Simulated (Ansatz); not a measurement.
# Ge2Sb2Te5: computed property card

Ge$_{2}$Sb$_{2}$Te$_{5}$:
```
CELL_PARAMETERS angstrom
      4.24839     0.00000     0.00000
     -2.12420     3.67922     0.00000
      0.00000     0.00000    17.34752
ATOMIC_POSITIONS crystal
  Ge 0.33333 0.66667 0.90129
  Ge 0.66667 0.33333 0.09871
  Sb 0.00000 0.00000 0.68845
  Sb 0.00000 0.00000 0.31155
  Te 0.00000 0.00000 0.00000
  Te 0.66667 0.33333 0.80504
  Te 0.33333 0.66667 0.19496
  Te 0.33333 0.66667 0.59027
  Te 0.66667 0.33333 0.40973
```

Space group P-3m1 (No. 164); conventional cell a = 4.248 Å, b = 4.248 Å, c = 17.348 Å, α = 90.00°, β = 90.00°, γ = 120.00°.

Method: plane-wave PAW r²SCAN+D4 (Ansatz code). Structure relaxed to zero pressure with the same functional. Other levels are named where they apply.

### Cell and energy

- Volume per atom = 30.13 Å³
- Density = 6.29 g/cm³
- Formation energy from the elements (no fitted shifts) = -0.080 eV/atom

### Electronic structure

* **Band gap**: 0.37 eV (smallest direct gap 0.40 eV)
* **Valence-band maximum**: at Γ
* **Conduction-band minimum**: on the K–Γ line, 85 % of the way from K (6 equivalent valleys)
* **Electron effective mass**: 0.046, 0.14, 0.34 mₑ (principal values)
* **Electron effective mass with spin–orbit coupling**: 0.032, 0.032, 0.61 mₑ (principal values)
* **Hole effective mass**: 0.049, 0.049, 0.50 mₑ (principal values)
* **Hole effective mass with spin–orbit coupling**: 0.029, 0.029, 0.44 mₑ (principal values)
* **HSE06 gap on the r²SCAN+D4 cell**: 0.61 eV
* **Gap with spin–orbit coupling**: 0.13 eV

### Mechanics

- Elastic constants (relaxed ions, GPa) = C11 = 86.4, C12 = 18.6, C13 = 18.8, C14 = 9.6, C33 = 40.4, C44 = 21.4
- Mechanical stability = stable (all eigenvalues of C positive)
- Hill bulk and shear moduli = 34.1 and 23.5 GPa
- Young's modulus = 57.3 GPa
- Poisson's ratio = 0.22
- Debye temperature from the elastic constants = 205 K

### Phonons

- Highest zone-centre frequency (without LO–TO term): 173 cm⁻¹
- Zone-centre stability: unstable, softest mode 57i cm⁻¹

### Charges

Bader charges: Ge +0.44, Sb +0.60, Te -0.47 to -0.35 e

The cell was relaxed with r²SCAN+D4 under the symmetry of its start. The references are the lowest solids computed at this level, not always the standard phases. Spin–orbit coupling is left out wherever it is not named.

Potentials: the earlier of the program's two PAW sets. The files were generated under PBE; for other functionals the program regenerates the frozen cores, and for LDA and PBEsol the local potential too.
